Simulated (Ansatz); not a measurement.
**Two states of CuSnF6**

```yaml
crystal:
  lattice:
    - [2.61133, 4.39002, 0.06728]
    - [-2.67654, 4.42767, 0.15661]
    - [-2.73502, 1.60451, 4.54119]
  atoms:
    - { symbol: F, position: [0.40698, 0.56173, 0.24911] }
    - { symbol: F, position: [0.02447, 0.18466, 0.23287] }
    - { symbol: F, position: [0.82193, 0.76884, 0.25355] }
    - { symbol: F, position: [0.57564, 0.42450, 0.75752] }
    - { symbol: F, position: [0.00382, 0.81165, 0.75473] }
    - { symbol: F, position: [0.21067, 0.23148, 0.75769] }
    - { symbol: Cu, position: [0.48134, 0.03391, 0.46751] }
    - { symbol: Sn, position: [0.00243, 0.98589, 0.02457] }
```

Single point in Ansatz 0.2.0 with r2SCAN. Cutoff 500 eV, PAW datasets, 4×5×4 (shifted by 0.5, 0, 0 steps) k mesh, fermi-dirac filling (width 0.1 eV).

State A: Cu7 down (collinear spin). State B: no moments (collinear spin).

Problem. Which state is lower, and how do they differ?

Solution. State A is lower by 49.1 meV an atom at zero smearing; in free energy at this smearing B lies +38.3 meV an atom from A.

| state | free energy (meV/atom) | largest moment in a small sphere (μB) | net moment (μB/cell) | gap on mesh (eV) | pressure (GPa) | largest force (eV/Å) |
| --- | --- | --- | --- | --- | --- | --- |
| A | 0.0 | 0.74 | 0.99 | 0.41 | 0.2 | 6.94 |
| B | 38.3 | 0.00 | 0.00 | metal | 0.9 | 6.70 |

Origin: a strained cell with displaced atoms, so it need not be a known compound. Caveats: an odd or shifted mesh can miss the band edges, so this level's true gap may be smaller; no spin-orbit coupling, which can shift this gap by tenths of an eV; atoms or cell far from equilibrium; the input typed no starting moments; an odd electron count with no moments left, so an order that this cell can't hold may lie lower; the k mesh is coarse if the cell is a metal.
